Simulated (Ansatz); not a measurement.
Total density of states per atom from plane-wave PAW PBE (Ansatz code), in 0.25 eV bins, energy from the valence-band maximum:

(E (eV), states/eV/atom): (-7.85, 0.27); (-7.60, 0.26); (-7.35, 0.27); (-7.10, 0.29); (-6.85, 0.28); (-6.60, 0.28); (-6.35, 0.28); (-6.10, 0.28); (-5.85, 0.28); (-5.60, 0.30); (-5.35, 0.33); (-5.10, 0.36); (-4.85, 0.40); (-4.60, 0.44); (-4.35, 0.38); (-4.10, 0.30); (-3.85, 0.29); (-3.60, 0.28); (-3.35, 0.28); (-3.10, 0.26); (-2.85, 0.27); (-2.60, 0.30); (-2.35, 0.28); (-2.10, 0.26); (-1.85, 0.31); (-1.60, 0.23); (-1.35, 0.18); (-1.10, 0.12); (-0.85, 0.03); (-0.60, 0.02); (-0.35, 0.01); (-0.10, 0.00); (0.15, 0.00); (0.40, 0.00); (0.65, 0.00); (0.90, 0.00); (1.15, 0.00); (1.40, 0.00); (1.65, 0.00); (1.90, 0.00); (2.15, 0.00); (2.40, 0.00); (2.65, 0.00); (2.90, 0.01); (3.15, 0.03); (3.40, 0.08); (3.65, 0.22); (3.90, 0.34); (4.15, 0.36); (4.40, 0.40); (4.65, 0.37); (4.90, 0.32); (5.15, 0.31); (5.40, 0.30); (5.65, 0.33); (5.90, 0.34); (6.15, 0.35); (6.40, 0.36); (6.65, 0.37); (6.90, 0.33); (7.15, 0.32); (7.40, 0.35); (7.65, 0.36)

### Question
Pick the material that matches.
(A) AlSiCN, R3m (Al on 3a, N on 3a, Si on 3a, C on 3a)
(B) Zr2C, P4/nmm (Zr on 2a, Zr on 2c, C on 2c)
(C) TiC, rock salt
(D) C, Ibam (C on 8j, C on 4a)

### Answer
D, C, Ibam (C on 8j, C on 4a). Top 1 eV of the valence band: C 2p 97 %. Bottom 1 eV of the conduction band: C 2p 69 %, C 2s 25 %, outside the projected shells 6 %. Projections are on Löwdin-orthogonalised atomic valence shells; empty p or d shells of many metals are not among them.

The start of the workflow was typed in or built on a structure type; neither database checked (COD, Materials Project) lists it. It is not the phase usual at ambient conditions (space group No. 194, 227). Symmetry was held in the PBE relaxation; its stability against distortions is not shown here. The volume moved by 20 % from the start of the relaxation.

Potentials: the earlier of the program's two PAW sets.
